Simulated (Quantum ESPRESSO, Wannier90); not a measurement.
**Tight-binding from DFT: VBiO$_{4}$ (P1)**

Materials Project entry mp-1101208; symmetrised, unrelaxed at this level. Not found in the COD (Crystallography Open Database) copy used, which has the formula in other groups; not checked further. The atoms lie within 0.1 Å of the higher space group C2. Level: PBEsol, spinors with spin-orbit coupling; pw.x of Quantum ESPRESSO at 68 Ry with PseudoDojo potentials, 4×4×4 k-points, Wannier90. Density: 8×8×8 mesh, cold smearing 0.01 Ry.

```
begin unit_cell_cart
ang
    4.7899000000    0.0000000000    0.0000000000
    1.1549420000    4.6601360000    0.0000000000
    2.2466640000    1.7611850000    4.5111910000
end unit_cell_cart
mp_grid = 4 4 4
```

Q: Which shells of neighbouring k-points and which b-vectors and weights does Wannier90 pick for this cell and mesh?

A: 
```
 *---------------------------------- K-MESH ----------------------------------*
 +----------------------------------------------------------------------------+
 |                    Distance to Nearest-Neighbour Shells                    |
 |                    ------------------------------------                    |
 |          Shell             Distance (Ang^-1)          Multiplicity         |
 |          -----             -----------------          ------------         |
 |             1                   0.348200                      2            |
 |             2                   0.361848                      2            |
 |             3                   0.362582                      2            |
 |             4                   0.400668                      2            |
 |             5                   0.401335                      2            |
 |             6                   0.424504                      2            |
 |             7                   0.492181                      2            |
 |             8                   0.531561                      2            |
       ... (lines left out)
 +----------------------------------------------------------------------------+
 | The b-vectors are chosen automatically                                     |
 | The following shells are used:                       1,  2,  3,  4,  5,  6 |
 +----------------------------------------------------------------------------+
 |                        Shell   # Nearest-Neighbours                        |
 |                        -----   --------------------                        |
 |                          1               2                                 |
 |                          2               2                                 |
 |                          3               2                                 |
 |                          4               2                                 |
 |                          5               2                                 |
 |                          6               2                                 |
 +----------------------------------------------------------------------------+
 | Completeness relation is fully satisfied [Eq. (B1), PRB 56, 12847 (1997)]  |
 +----------------------------------------------------------------------------+
 |                  b_k Vectors (Ang^-1) and Weights (Ang^2)                  |
 |                  ----------------------------------------                  |
 |            No.         b_k(x)      b_k(y)      b_k(z)        w_b           |
 |            ---        --------------------------------     --------        |
 |             1         0.000000    0.000000    0.348200     2.526697        |
 |             2         0.000000    0.000000   -0.348200     2.526697        |
 |             3         0.000000    0.337071   -0.131594     2.482091        |
 |             4         0.000000   -0.337071    0.131594     2.482091        |
 |             5         0.327939   -0.081275   -0.131590     2.468558        |
 |             6        -0.327939    0.081275    0.131590     2.468558        |
 |             7         0.000000    0.337071    0.216606     1.067940        |
 |             8         0.000000   -0.337071   -0.216606     1.067940        |
 |             9         0.327939   -0.081275    0.216609     1.059665        |
 |            10        -0.327939    0.081275   -0.216609     1.059665        |
 |            11         0.327939    0.255796    0.085016     1.121029        |
 |            12        -0.327939   -0.255796   -0.085016     1.121029        |
```
